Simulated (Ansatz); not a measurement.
# A sublattice moved along a line in SnSe

The calculation used DFT r2SCAN, scalar-relativistic, plane waves, PAW (Ansatz). Settings: plane waves to 500 eV, k-mesh 10×10×10 (Γ-centred), Gaussian smearing 0.05 eV. No spin polarisation. Energies are free energies at this smearing, counted from the undisturbed cell; pressure is positive in compression.

The undisturbed cell (relaxed at this level; this rock-salt form isn't the usual structure):

```xyz
2
Lattice="0.0000 3.0100 3.0100 3.0100 0.0000 3.0100 3.0100 3.0100 0.0000" Properties=species:S:1:pos:R:3 pbc="T T T"
Sn    0.0000    0.0000    0.0000
Se    3.0100    3.0100    3.0100
```

Every Se atom is moved by x along the Cartesian unit vector (0.000, 0.000, -1.000); the cell and all other atoms stay fixed.

| x (Å) | ΔE (meV/cell) | force along x on the moved atoms (eV/Å) | pressure (GPa) | gap on the mesh (eV) |
| --- | --- | --- | --- | --- |
| -0.3000 | 12.3 | 0.28 | 1.4 | 0.79 |
| -0.1500 | -2.7 | -0.01 | 0.3 | 0.56 |
| 0.0000 | 0.0 | 0.00 | 0.0 | 0.46 |
| 0.2250 | -0.4 | -0.08 | 0.8 | 0.66 |

Cost: 4 runs of about 1.2 core-minutes in all, on Intel Xeon Platinum 8259CL (Skylake/Cascade Lake) (shared hosts).